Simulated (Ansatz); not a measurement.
A scan (energy over volume and axial ratio; atoms clamped) gave these values. Computed with PBE (plane waves to 420 eV, PAW, scalar-relativistic; Ansatz, a first-principles code).

* **Shear modulus C′ = (C11 − C12)/2 (fit, atoms clamped)**: 3.7 GPa

Q: Of these crystals, all scanned alike, which one is it?
(A) Ca (fcc, Cu type)
(B) InSb (zinc blende)
(C) SnTe (rock salt)

A: A, Ca (fcc, Cu type). The others have, for the shear modulus C′ = (C11 − C12)/2: InSb 13 GPa, SnTe 56 GPa

All were relaxed with their symmetry unable to fall. At this level the bands of InSb touch or barely overlap; measurements give the solid a gap. Spin-orbit coupling is left out. The PAW data are Ansatz's earlier set. With partly filled bands, the response to shear is sensitive to the k mesh, so small differences along c/a are uncertain.

(A scan under strain: stresses follow from slopes of the energy per volume, elastic moduli from its curvatures.)
